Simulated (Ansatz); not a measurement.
## AlRu: electron density at the nuclei under pressure

```xyz
2
Lattice="2.9916 0.0000 0.0000 0.0000 2.9916 0.0000 0.0000 0.0000 2.9916" Properties=species:S:1:pos:R:3 pbc="T T T"
Al    0.0000    0.0000    0.0000
Ru    1.4958    1.4958    1.4958
```

Atom numbers follow the list: Al1, Ru2.

The cell comes from COD entry 1527371, which wasn't checked; take it as a given geometry.

Spin polarisation is left out, and whether a magnetic state lies lower isn't shown here.

Level of theory: Ansatz 0.2.0, DFT, PBEsol, all-electron PAW with datasets made for the crystal, scalar-relativistic.

Settings: a Γ-centred 12×12×12 k mesh, Fermi–Dirac smearing of 0.05 eV, cutoff 280 eV (chosen by the program for this cell), no spin polarisation.

The contact density is the mean electron density over the nuclear volume; its changes set Mössbauer isomer shifts. Changes below are taken from the unscaled cell, where it is 10047.8 e/Å³ at Al1, 718387 e/Å³ at Ru2.

Volumes at which the program chose other datasets or cutoffs are left out.

The datasets are made afresh for each cell, so very small changes are uncertain.

Q: Does compression raise or lower the contact density at Al1?

A: It raises it, by 0.23 e/Å³ over the whole range.

Q: Tabulate the changes with volume.

A: 
```json
{"V/V(cell)": "0.9400", "P (GPa)": "11.1", "Δρ(0) Al1 (e/Å³)": "0.19", "Δρ(0) Ru2 (e/Å³)": "4.26"}
{"V/V(cell)": "0.9600", "P (GPa)": "5.7", "Δρ(0) Al1 (e/Å³)": "0.12", "Δρ(0) Ru2 (e/Å³)": "2.79"}
{"V/V(cell)": "0.9800", "P (GPa)": "0.9", "Δρ(0) Al1 (e/Å³)": "0.05", "Δρ(0) Ru2 (e/Å³)": "1.37"}
{"V/V(cell)": "0.9900", "P (GPa)": "-1.3", "Δρ(0) Al1 (e/Å³)": "0.03", "Δρ(0) Ru2 (e/Å³)": "0.68"}
{"V/V(cell)": "1.0000", "P (GPa)": "-3.4", "Δρ(0) Al1 (e/Å³)": "0.00", "Δρ(0) Ru2 (e/Å³)": "0.00"}
{"V/V(cell)": "1.0100", "P (GPa)": "-5.4", "Δρ(0) Al1 (e/Å³)": "-0.02", "Δρ(0) Ru2 (e/Å³)": "-0.67"}
{"V/V(cell)": "1.0200", "P (GPa)": "-7.3", "Δρ(0) Al1 (e/Å³)": "-0.04", "Δρ(0) Ru2 (e/Å³)": "-1.34"}
```
